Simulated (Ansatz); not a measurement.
A relaxed structure of CoSn is spoiled in several ways and relaxed again each time (noise and exchanges are one random draw each; squeezed and stretched starts keep its symmetry, which their runs cannot lower; pressure is positive under compression). Method: PBE (plane waves to 420 eV, PAW, scalar-relativistic; Ansatz, an electronic-structure program).

```cif
data_Co3Sn3
_chemical_formula_sum 'Co3 Sn3'
_space_group_name_H-M_alt 'P6/mmm'
_space_group_IT_number 191
_space_group_name_Hall '-P 6 2'
_cell_length_a 5.29399
_cell_length_b 5.29399
_cell_length_c 4.23543
_cell_angle_alpha 90.000
_cell_angle_beta 90.000
_cell_angle_gamma 120.000
loop_
_atom_site_label
_atom_site_type_symbol
_atom_site_symmetry_multiplicity
_atom_site_Wyckoff_symbol
_atom_site_fract_x
_atom_site_fract_y
_atom_site_fract_z
_atom_site_occupancy
Co1 Co 3 f 0.00000 0.50000 0.00000 1
Sn1 Sn 1 a 0.00000 0.00000 0.00000 1
Sn2 Sn 2 d 0.33333 0.66667 0.50000 1
```

### Question
One start gave a first pressure of +59.1 GPa, a largest first force of 1.85 eV/Å and released 0.71 eV/atom. Which change was it?
(A) squeezed uniformly to 80 % of its volume
(B) deformed by the Cartesian strain tensor (xx, yy, zz, yz, xz, xy) = (0.001, -0.090, -0.133, 0.019, 0.018, 0.043)
(C) with one Sn and one Co atom exchanged in a cell of 6 atoms

### Answer
B, deformed by the Cartesian strain tensor (xx, yy, zz, yz, xz, xy) = (0.001, -0.090, -0.133, 0.019, 0.018, 0.043). All starts:

| change | first pressure (GPa) | largest first force (eV/Å) | released (eV/atom) | moves | outcome | final group | E − E(parent) (eV/atom) |
|---|---|---|---|---|---|---|---|
| squeezed uniformly to 80 % of its volume | 48.6 | 0.00 | 0.42 | 8 | returns to the parent | P6/mmm | 0.00 |
| with one Sn and one Co atom exchanged in a cell of 6 atoms | 9.5 | 3.71 | 0.37 | 22 | trapped higher | Cmmm | +0.30 |
| deformed by the Cartesian strain tensor (xx, yy, zz, yz, xz, xy) = (0.001, -0.090, -0.133, 0.019, 0.018, 0.043) | 59.1 | 1.85 | 0.71 | 12 | returns to the parent | P6/mmm | 0.00 |

First-step values come from each run's starting, coarser k-mesh (8×8×8, 7×7×8, 7×8×9). Each cell has its own k-point mesh; energy differences are given only to the digits this allows. Spin states reached: non-magnetic, ferromagnetic; non-magnetic ones ran without spin or lost their moments; spin orders were not searched systematically.
